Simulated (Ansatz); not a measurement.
An Ansatz input:

```yaml
crystal:
  lattice:
    - [4.9764452362, 0.0, 0.0]
    - [-2.4882226181, 4.3097279951, 0.0]
    - [0.0, 0.0, 3.0505609298]
  atoms:
    - { symbol: Se, position: [0.0, 0.0, 0.0] }
    - { symbol: Se, position: [0.3333333333, 0.6666666667, 0.5] }
    - { symbol: Se, position: [0.6666666667, 0.3333333333, 0.5] }
hamiltonian:
  xc: lda
  pseudopotentials:
    kind: paw
    azcp:
      Se: "pseudopotentials/Se.paw.azcp"
basis:
  ecutwfc: 420
  fft_grid_basis: typed
kpoints:
  mp_grid: { grid: [7, 7, 10], shift: [0, 0, 0] }
magnetization:
  spin_polarized: false
scf:
  occupations: { method: fermi_dirac, width: 0.1 }
relax:
  max_steps: 60
  f_tol: 0.01
  cell: {}
```

Output

```
Warning: the record states the generating functional pbe (its physics header spells it `PBE`), which answers neither for hamiltonian.xc's functional nor for the lda family's — results may be inconsistent (PPs are generated against a specific XC)
Engine: ansatz 0.2.0, x86_64-unknown-linux-gnu
Pseudopotentials: kind: paw
Pseudopotential: Se, paw, valence charge 16, recommended cutoff 420 eV (normal) 
Functional definition: SPW92
  exchange = slater_x
  correlation = pw_c
Crystal: 3 atoms, lattice volume = 65.426 Å³
Basis set: ecut = 420 eV, 1289 PW (Γ)
Bands: 29, of which v1, the nominal top of the filled ones, is band 24 counted from 1 (23 counted from 0)
Symmetry: 24 space group operations
Space group: P6/mmm (ITA 191), of the structure as read, at distance tolerance 4.0e-5 Å
k-points: 48 of 490
Non-local potential: Se, projectors of the file, l = 0: 2, l = 1: 2, l = 2: 3, l = 3: 1
PAW form: soft (Blöchl's): semilocal exchange-correlation on the pseudo side does not see the compensation charge
PAW frozen core: Se, regenerated for the run's functional, and the local potential with it (the file was generated under x = pbe(κ = 0.804, μ = 0.2195149727645171), c = pbe(β = 0.06672455060314922))
PAW one-centre angular grid: Se, 590 points (default); XC on 64 Gauss nodes
Initial density: superposition of atomic densities (neutral atoms: chi_scale 0, normalization atom), corrected by the library's trained network
Initial wavefunctions: pseudopotential atomic-orbital guess
Functional: x = slater, c = lda
SCF iter   1: F=—  HF=-16148.132126 eV  |F-HF|=—  |Δ(HF+E_count)|=         —  Δρ=5.38e-3  dr2=2.03e-2  ethr=1.77e-3  ⟨swp⟩=5.4  Hψ=5367  notcnv=0
SCF iter   2: F=—  HF=-16148.128842 eV  |F-HF|=—  |Δ(HF+E_count)|=   3.28e-3  Δρ=3.12e-3  dr2=7.93e-3  ethr=4.22e-5  ⟨swp⟩=1.0  Hψ=1776  notcnv=0
SCF iter   3: F=—  HF=-16148.127488 eV  |F-HF|=—  |Δ(HF+E_count)|=   1.35e-3  Δρ=4.84e-4  dr2=3.70e-4  ethr=1.65e-5  ⟨swp⟩=1.5  Hψ=1512  notcnv=0
SCF iter   4: F=—  HF=-16148.127425 eV  |F-HF|=—  |Δ(HF+E_count)|=   6.24e-5  Δρ=1.60e-4  dr2=1.68e-5  ethr=7.72e-7  ⟨swp⟩=2.0  Hψ=2537  notcnv=0
SCF iter   5: F=—  HF=-16148.127401 eV  |F-HF|=—  |Δ(HF+E_count)|=   2.48e-5  Δρ=8.86e-5  dr2=8.51e-6  ethr=3.50e-8  ⟨swp⟩=2.0  Hψ=2542  notcnv=0
SCF iter   6: F=—  HF=-16148.127399 eV  |F-HF|=—  |Δ(HF+E_count)|=   1.82e-6  Δρ=2.31e-5  dr2=6.77e-7  ethr=1.77e-8  ⟨swp⟩=1.4  Hψ=1420  notcnv=0
SCF iter   7: F=-16148.127399 eV  HF=-16148.127399 eV  |F-HF|=5.02e-8  |Δ(HF+E_count)|=   1.60e-7  Δρ=5.61e-6  dr2=2.61e-8  ethr=2.08e-10  ⟨swp⟩=4.7  Hψ=5245  notcnv=0
SCF 1 converged in 7 iterations: F = -16148.127399 eV  dr2 = 2.61e-8
relax step   1: F+E_penalty+E_count = -16148.12739856 eV  Δ(F+E_penalty+E_count) = +0.000e0 eV  max|allowed force component| = 1.850e-17 eV/Å  Δτ_max = 0.0000 Å  P = -8.304 GPa  Ω = 65.426 Å³  (7 SCF iters, dr2 threshold 1.00e-7 eV, accepted)
...
iter 1 solved again at ethr=3.74e-8 eV; its pass at ethr=3.10e-3 eV (dr2=1.79e-5 eV) is discarded
SCF iter   1: F=—  HF=-16148.373748 eV  |F-HF|=—  |Δ(HF+E_count)|=         —  Δρ=4.14e-4  dr2=2.96e-6  ethr=3.74e-8  ⟨swp⟩=2.9  Hψ=8944  notcnv=0
SCF iter   2: F=—  HF=-16148.373782 eV  |F-HF|=—  |Δ(HF+E_count)|=   3.40e-5  Δρ=2.13e-4  dr2=1.00e-6  ethr=6.16e-9  ⟨swp⟩=2.1  Hψ=2193  notcnv=0
SCF iter   3: F=—  HF=-16148.373794 eV  |F-HF|=—  |Δ(HF+E_count)|=   1.19e-5  Δρ=5.72e-5  dr2=1.12e-7  ethr=2.09e-9  ⟨swp⟩=1.0  Hψ=1392  notcnv=0
SCF iter   4: F=—  HF=-16148.373795 eV  |F-HF|=—  |Δ(HF+E_count)|=   8.47e-7  Δρ=4.60e-6  dr2=3.84e-9  ethr=2.32e-10  ⟨swp⟩=2.0  Hψ=2548  notcnv=0
SCF iter   5: F=—  HF=-16148.373795 eV  |F-HF|=—  |Δ(HF+E_count)|=   1.54e-9  Δρ=3.35e-7  dr2=5.66e-11  ethr=7.99e-12  ⟨swp⟩=3.0  Hψ=2659  notcnv=0
SCF iter   6: F=-16148.373795 eV  HF=-16148.373795 eV  |F-HF|=1.82e-12  |Δ(HF+E_count)|=  1.64e-11  Δρ=9.19e-8  dr2=4.86e-12  ethr=1.00e-12  ⟨swp⟩=5.1  Hψ=5951  notcnv=0
SCF 11 converged in 6 iterations: F = -16148.373795 eV  dr2 = 4.86e-12
relax step  11: F+E_penalty+E_count = -16148.37379508 eV  Δ(F+E_penalty+E_count) = +1.493e-3 eV  max|allowed force component| = 2.776e-17 eV/Å  Δτ_max = 0.0000 Å  P = -0.013 GPa  Ω = 58.243 Å³  stress off target by 2.04e-2 GPa  SCF on the basis re-selected at this cell (its energy is not comparable with the rows above)  (6 SCF iters)
basis re-selected at this cell: Δ(F+E_penalty+E_count) = +1.493e-3 eV, ΔP = -0.008 GPa vs the last step (what re-selecting the basis moved, of the pressure what is left beyond the Pulay correction that the steps carried, after the strain that the cell walked since its last selection, with what the two solves' SCF thresholds leave and, on support functions, any second-order correction that the steps lacked; it is no measure of the basis error at this ecutwfc). The dense FFT grid was sized anew with the basis: this SCF ran on 32×32×24 points, the steps before it on 36×36×24, so part of this shift can come from that change (see relax.cell in the input reference). This SCF's stress stands 2.04e-2 GPa from its target on what of the cell is left free (relax.cell.stress_tol is 5.00e-2 GPa) and its largest allowed force component is 2.78e-17 eV/Å (relax.f_tol is 1.00e-2 eV/Å): within both
SCF converged after 6 iterations
Free energy (F): -16148.373795 eV
Harris-Foulkes:  -16148.373795 eV  (|F-HF|=1.82e-12)
Internal energy: -16148.319174 eV  (E = F + TS)
E sigma→0 (E₀):  -16148.346485 eV
Entropy (-TS):   -0.054621 eV (-18.207 meV/atom)
Fermi energy:    11.727191 eV
--- Per-component energies (eV) ---
  E_band       = -1015.802102
  E_kinetic    = 354.552524
  E_local      = -6117.884054  (includes V_loc(G=0)·N_el)
  E_nonlocal   = -1762.173258
  E_hartree    = 3085.215492
  E_xc         = -310.515362
  E_vxc        = -295.008608  (∫ρ·V_xc dr)
  E_paw        = -5483.752979  (= ΣΔE_a)
  E_vpaw       = 634.282006  (= ΣTr[D̂ρ^β])
  E_aug_tail   = -0.001812  (compensation charges beyond the density's cutoff)
  E_ewald      = -5920.411813
  E_core_change = 6.652087  (= ΣΔE_core)
  E_smearing   = -0.054621  (= −TS)
  E_closure    = -0.000000  (closes the sum)
  Σ components = -16148.373795   (vs F -16148.373795, Δ=0.00e0)
--- Forces (eV/Å), atoms counted from 1 ---
  atom   1  Se     0.00000000     0.00000000     0.00000000
  atom   2  Se     0.00000000     0.00000000     0.00000000
  atom   3  Se    -0.00000000    -0.00000000     0.00000000
  max |Σ_I F_I| component: 9.25e-18 eV/Å
--- Stress (GPa, compression-positive) ---
       -0.020371      -0.000000       0.000000
       -0.000000      -0.020371       0.000000
        0.000000       0.000000       0.000960
  P = ⅓ Tr σ = -0.0133 GPa (-0.133 kbar)
--- Relaxed structure (10 steps of the walk, 10 accepted, 1 SCFs on fresh bases) ---
  F+E_penalty+E_count = -16148.37379508 eV   max|allowed force component| = 2.776e-17 eV/Å   (the final SCF, on the basis selected at the relaxed cell)
  cell:  # Å, volume = 58.2433 Å³
    - [4.653874458241232, 3.96423020728405e-35, 0.0]
    - [-2.326937229120616, 4.030373506860449, 0.0]
    - [0.0, 0.0, 3.1051736948332733]
  atoms:
    - { symbol: Se, position: [-1.235031992958413e-34, 1.8619987411607663e-36, 0.0] }
    - { symbol: Se, position: [0.3333333333333333, 0.6666666666666666, 0.5] }
    - { symbol: Se, position: [0.6666666666666666, 0.3333333333333333, 0.5] }
```

Command:

```sh
ansatz run input.yaml --threads 2 --pin off --max-ram 5120MiB --backend cpu --events-out ev --progress --plain --runs-dir out
```

On 2 threads of AMD EPYC 7R43 64-Core Processor (Zen 3) (shared host) this took about 24 s of wall time and 46 s of CPU time.
